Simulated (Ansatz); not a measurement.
# Re: all-electron results

```xyz
3
Lattice="1.3839 0.7990 6.6986 -1.3839 0.7990 6.6986 0.0000 -1.5980 6.6986" Properties=species:S:1:pos:R:3 pbc="T T T"
Re    0.0000    0.0000    0.0000
Re    0.0000    0.0000    4.4648
Re    0.0000    0.0000   15.6311
```

Atoms are numbered in the order listed.

The cell is the one relaxed in the Materials Project (mp-975065), not relaxed further here; entries there can be hypothetical.

Spin polarisation is left out, and whether a magnetic state lies lower isn't shown here.

Spin–orbit coupling is left out, though it moves levels of the heavy atoms by tenths of an eV or more.

Computed with DFT, PBEsol, all-electron LAPW, scalar-relativistic in Ansatz 0.2.0.

Sampling and basis: a Γ-centred 15×15×15 k mesh, Fermi–Dirac smearing of 0.05 eV, basis error target 0.5 meV/atom, no spin polarisation.

```json
{
 "Density of states at the Fermi level (0.2 eV bin)": "2.53 states/eV per cell",
 "Stress xx, yy, zz (compression positive)": "-6.09, -6.09, -7.04 GPa",
 "Largest force": "0.022 eV/Å on Re2",
 "Volume per atom": "14.81 Å³"
}
```

**Question.** Pressure at this cell: what does the calculation give?

**Answer.** -6.41 GPa.

**Question.** Predict this quantity. Band gap.

**Answer.** none: with an odd electron count and no spin polarisation the bands can't all be full, a metal in this set-up.
